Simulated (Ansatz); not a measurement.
Starting cell, Au (fcc, Cu type):

```
Au
1.0
    0.00000     4.15726     4.15726
    2.07863     2.07863     4.15726
    2.07863     2.07863     0.00000
Au
2
Direct
  0.00000   0.00000   0.00000
  0.50000   0.00000   0.00000
```

The atoms are displaced by Q × the pattern below (from a DFPT mode at X = (0.5, 0.5, 0.0), largest move 1; Q in Å), at fixed cell. (q is in reciprocal vectors of the primitive cell; the cell shown is doubled to hold the pattern.)

| atom | x | y | z |
|---|---|---|---|
| Au1 | 0.000 | 0.000 | -1.000 |
| Au2 | 0.000 | 0.000 | 1.000 |

These are PBE (plane waves to 420 eV, PAW, scalar-relativistic; Ansatz, a program for electronic structure) values and carry that method's errors. k mesh 19×19×19 (Γ-centred), Fermi-Dirac smearing 0.05 eV. Energies are smeared free energies. Compression counts positive. With partly filled bands, energies and forces of such displacements shift with the k mesh and the smearing. Au was relaxed with its symmetry unable to fall. Spin-orbit coupling is left out, though Au is heavy. The PAW data are Ansatz's earlier set. The zero of ΔE is the undisplaced structure.

| Q (Å) | ΔE (eV/cell) | P (GPa) | −dE/dQ from forces (eV/Å) |
|---|---|---|---|
| -0.280 | 1.174 | 26.0 | 9.359 |
| -0.233 | 0.785 | 17.9 | 7.342 |
| -0.187 | 0.486 | 11.3 | 5.543 |
| -0.140 | 0.265 | 6.3 | 3.937 |
| -0.093 | 0.115 | 2.8 | 2.511 |
| -0.047 | 0.028 | 0.7 | 1.224 |
| 0.000 | 0.000 | 0.0 | 0.000 |
| 0.047 | 0.028 | 0.7 | -1.224 |
| 0.093 | 0.115 | 2.8 | -2.511 |
| 0.140 | 0.265 | 6.3 | -3.937 |
| 0.187 | 0.486 | 11.3 | -5.543 |
| 0.233 | 0.785 | 17.9 | -7.342 |
| 0.280 | 1.174 | 26.0 | -9.359 |

Key numbers:

The energy at Q = 0.280 Å is 1174 meV/cell. Space group of the distorted cell: P4/nmm (No. 129), lowered from Fm-3m. Symmetry of the curve: even: the same for both signs. Shape of the curve: a single well with its minimum at or next to zero displacement. Harmonic wavenumber from the curvature (finite differences): 134 cm⁻¹. Wavenumber by perturbation theory (DFPT, on another k mesh): 134 cm⁻¹.

(For displaced atoms, the force is minus the slope of the energy, and its curvature is a force constant, which sets phonon frequencies.)
